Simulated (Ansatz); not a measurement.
CrI3 in space group R-3 (No. 148; Cr on 6c, I on 18f), plane-wave PAW PBEsol (Ansatz code), all energies at zero smearing, with the estimated change up to a 700 eV cutoff added, with one set of potentials and settings (totals compare only within such a set). Cell of 8 atoms (2 Cr, 6 I): -51295.220 eV.

| element | reference phase | E (eV/atom) |
|---|---|---|
| Cr | Im-3m, 1 atoms in the cell | -3349.1978 |
| I | Cmce, 4 atoms in the cell | -7432.2899 |

Formation energy per atom, worked out: (-51295.220 − 2×(-3349.1978) − 6×(-7432.2899))/8 = -0.386 eV/atom (-37 kJ per mol of atoms), at 0 K, without zero-point energy or fitted corrections.

Symmetry was held in the PBEsol relaxation. The final state is ferromagnetic, chosen from 4 collinear starts compared on coarse meshes (ties went to the first, and starts can fall back to one state), not a proven ground state. The volume moved by 18 % from the start of the relaxation. No Hubbard U is applied. A crystal of weakly bound layers computed without a dispersion correction: the cell and the soft elastic constants depend strongly on that. The references are the lowest solids computed at this level, not always the standard phases. Scalar-relativistic: spin–orbit coupling is off unless named, which matters more the heavier the elements.

Potentials: the later of the program's two PAW sets.
